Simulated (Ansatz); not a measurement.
One crystal and one scan (energy over volume and axial ratio) at two levels, PBE (plane waves to 420 eV, PAW, scalar-relativistic; Ansatz, a first-principles code) and r2SCAN (plane waves to 500 eV, PAW, scalar-relativistic; Ansatz), each from its own relaxed cell and on its own mesh. The cell shown is that of PBE.

Te (trigonal-Te type, space group P3_121)

```xyz
3
Lattice="4.5182 0.0000 0.0000 -2.2591 3.9129 0.0000 0.0000 0.0000 5.9555" Properties=species:S:1:pos:R:3 pbc="T T T"
Te     1.2129     0.0000     1.9852
Te    -0.6064     1.0504     3.9704
Te     1.6527     2.8625     0.0000
```

The relaxed cell is deformed in two ways at once: its volume V is scaled, and at that volume it is stretched along z (the c axis of the conventional cell) so that c/a changes. Fractional atomic positions are held.

E stands for the smeared free energy. Spin-orbit coupling is left out, though Te is heavy. Te was relaxed with its symmetry unable to fall. As the atoms are clamped, bonds stretch with the cell, which overstates energies and stresses. As the smearing reaches across the gap at some points, the response to shear is sensitive to the k mesh, so small differences along c/a are uncertain. Percentages come from the unrounded values.

```json
[
 {"quantity": "Lattice constant a (Å)", "PBE": "4.518", "r2SCAN": "4.624", "PBE − r2SCAN": "-0.106 (-2.3 %)"},
 {"quantity": "Lattice constant c (Å)", "PBE": "5.956", "r2SCAN": "5.903", "PBE − r2SCAN": "+0.053 (+0.9 %)"},
 {"quantity": "Relaxed volume (Å³/atom)", "PBE": "35.10", "r2SCAN": "36.44", "PBE − r2SCAN": "-1.34 (-3.7 %)"},
 {"quantity": "Band gap of the relaxed cell, no spin-orbit coupling (eV)", "PBE": "0.23", "r2SCAN": "0.55", "PBE − r2SCAN": "-0.32 (-58 %)"},
 {"quantity": "Modulus against c/a change at fixed volume, (3/4V)·∂²E/∂(ln c/a)² (fit, atoms clamped) (GPa)", "PBE": "13.9", "r2SCAN": "13.3", "PBE − r2SCAN": "+0.6 (+4 %)"}
]
```

PBE gives the higher value for: lattice constant c; modulus against c/a change at fixed volume. PBE gives the lower value for: lattice constant a; relaxed volume; band gap of the relaxed cell, no spin-orbit coupling. Neither level is exact: the differences show how much the result hangs on the functional.

(Under strain, the slope of the energy per volume gives the stress and its curvature an elastic modulus.)
